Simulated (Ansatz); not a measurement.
Here is the system:

Relaxed NiO (rock salt):

```xyz
2
Lattice="0.0000 2.1087 2.1087 2.1087 0.0000 2.1087 2.1087 2.1087 0.0000" Properties=species:S:1:pos:R:3 pbc="T T T"
O      0.0000     0.0000     0.0000
Ni     2.1087     2.1087     2.1087
```

In this cell atom 1 (O, nearest neighbour Ni at 2.109 Å; its periodic images, 3.0 Å or more away, move with it) is moved by s along Cartesian [111], unit vector (0.577, 0.577, 0.577); all other atoms and the cell stay fixed.

Method: PBE (plane waves to 420 eV, PAW, scalar-relativistic; Ansatz, a program for electronic structure). k mesh 15×15×15 (Γ-centred), Fermi-Dirac smearing 0.05 eV. E stands for the smeared free energy. With partly filled bands, energies and forces of such displacements shift with the k mesh and the smearing. NiO is run spin-polarised and with no Hubbard U; the real compound is an antiferromagnetic insulator, a state that this run doesn't describe. NiO was relaxed with its symmetry unable to fall. Relaxed NiO ends ferromagnetic. The PAW data are Ansatz's earlier set. Other magnetic orders were not checked, so this need not be the ground state. ΔE is measured from the undisplaced structure.

The scan covers s from -0.210 to 0.210 Å in 11 points.

### Question
Is this a single well or a double well?

### Answer
A single well with its minimum at or next to zero displacement.

### Question
Is the energy the same for equal positive and negative displacements?

### Answer
Even: the same for both signs. With its periodic images moving along, the atom's site symmetry in this cell is m-3m.

### Question
What is the energy change at s = 0.210 Å?

### Answer
27.1 meV/cell.

### Question
What is the force constant k = d²E/ds² of this move at s = 0?

### Answer
1.45 eV/Å².

### Question
With two atoms in the cell this is the zone-centre optical mode. What wavenumber follows?

### Answer
177 cm⁻¹.

(A displaced cell: forces are minus the slopes of the energy, force constants its curvatures, and phonons follow from these.)
